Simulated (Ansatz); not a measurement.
System: InSb (zinc blende type), 2 atoms in the cell.

All numbers below come from HSE06, plane waves, all-electron PAW datasets generated for the crystal, point nucleus (Ansatz 0.2.0 development build).

Cutoff 270 eV; exchange singularity: regularized; k-mesh 6×6×6 Γ-centred; Fermi–Dirac smearing of 0.02 eV; no spin polarisation; no spin–orbit coupling.

```
In Sb
1.0
     0.00000    3.32000    3.32000
     3.32000    0.00000    3.32000
     3.32000    3.32000    0.00000
In Sb
1 1
Direct
  0.00000 0.00000 0.00000
  0.25000 0.25000 0.25000
```

(1) Is the cell under compression or tension, and by how much?

## Answers

(1) The pressure is -1.59 GPa, so at these settings the cell is stretched and would shrink.

The stress includes the program's correction for the finite plane-wave basis.

The k-mesh is modest, so these values aren't fully converged in k.
